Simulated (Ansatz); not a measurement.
Ba2Sn:
```
Ba2Sn
1.0
    8.81690     0.00000     0.00000
    0.00000     5.67508     0.00000
    0.00000     0.00000    10.65137
Ba Sn
8 4
Direct
  0.34681   0.75000   0.42038
  0.65319   0.25000   0.57962
  0.15319   0.25000   0.92038
  0.84681   0.75000   0.07962
  0.48005   0.75000   0.82205
  0.51995   0.25000   0.17795
  0.01995   0.25000   0.32205
  0.98005   0.75000   0.67795
  0.25089   0.75000   0.10227
  0.74911   0.25000   0.89773
  0.24911   0.25000   0.60227
  0.75089   0.75000   0.39773
```

Relaxed with r²SCAN. Special points in fractions of this cell's reciprocal vectors: Γ (0.000, 0.000, 0.000); X (0.500, 0.000, 0.000); S (0.500, 0.500, 0.000); Y (0.000, 0.500, 0.000); Z (0.000, 0.000, 0.500); U (0.500, 0.000, 0.500); R (0.500, 0.500, 0.500); T (0.000, 0.500, 0.500).

List the band energies nearest the valence-band maximum at these points for plane-wave PAW r²SCAN (Ansatz code).

In eV from the valence-band maximum; about four levels below and three above (degenerate sets whole), none deeper than 8.9 eV; points with the same levels are listed once.

```csv
k,below,above
Γ,-0.81 -0.39 -0.30 0.00,0.25 0.90 0.95
X,-0.62 -0.62 -0.38 -0.38,0.76 0.76 1.26 1.26
S,-0.54 -0.54 -0.54 -0.54,1.23 1.23 1.23 1.23
Y,-0.41 -0.41 -0.28 -0.28,0.76 0.76 1.00 1.00
Z,-0.37 -0.37 -0.30 -0.30,0.78 0.78 1.04 1.04
U,-0.57 -0.57 -0.41 -0.41,1.11 1.11 1.14 1.14
R,-0.47 -0.47 -0.47 -0.47,1.07 1.07 1.07 1.07
T,-0.53 -0.53 -0.34 -0.34,0.61 0.61 0.87 0.87
```

Space group Pnma. The first step of the workflow began from a Materials Project structure, measured or hypothetical; the Crystallography Open Database copy checked does not list it. Its standing as an ambient phase is unchecked. Symmetry was held in the r²SCAN relaxation; its stability against distortions is not shown here. Scalar-relativistic: spin–orbit coupling is off unless named, which matters more the heavier the elements.

Potentials: the later of the program's two PAW sets.
